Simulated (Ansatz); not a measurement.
## Formation energy of CrTc3 (AuCu3-type structure)

Level of theory: DFT, PBEsol, scalar-relativistic, collinear spin; plane waves to 600 eV with PAW datasets (Ansatz 0.2.0), Γ-centred 8×8×8 mesh, 0.05 eV Gaussian smearing; PAW files: Ansatz's generated set soft_2.

The structure was built from a prototype; whether the compound forms in it isn't claimed.

It takes space group Pm-3m (No. 221, cubic). The conventional cell has a = 3.777 Å, b = 3.777 Å, c = 3.777 Å, α = 90.00°, β = 90.00°, γ = 90.00°. Cr (site symmetry m-3m) has 12 Tc at 2.67 Å as nearest neighbours. Tc (site symmetry 4/mmm) is surrounded by 4 Cr at 2.67 Å and 8 Tc at 2.67 Å. (Neighbours are counted to 15 % beyond the shortest distance.)

The elements were computed in their standard states with the same datasets, cutoff and functional. Total energies depend on the potentials used, so only differences within one code and one set of settings carry meaning.

Energy of the relaxed cell (4 atoms, smearing extrapolated to zero): -19361.628 eV. Elements, in eV/atom: Cr -3349.198, Tc -5337.688.

Task: What is the formation energy?

Result: [-19361.628 − (1 × -3349.198 + 3 × -5337.688)] / 4 = 0.16 eV/atom, or 15 kJ per mole of atoms.

The value is for 0 K, without zero-point energy. A positive value means that this structure is unstable even against the elements at this level.

With 59 valence electrons in the calculation's cell and no magnetic order, the bands, two electrons each, can't all be full or empty: band theory demands a metal. (Only strong correlation, outside this picture, could make a Mott insulator of it.)

The starting moments died out; a magnetic state reached from other starts isn't excluded.
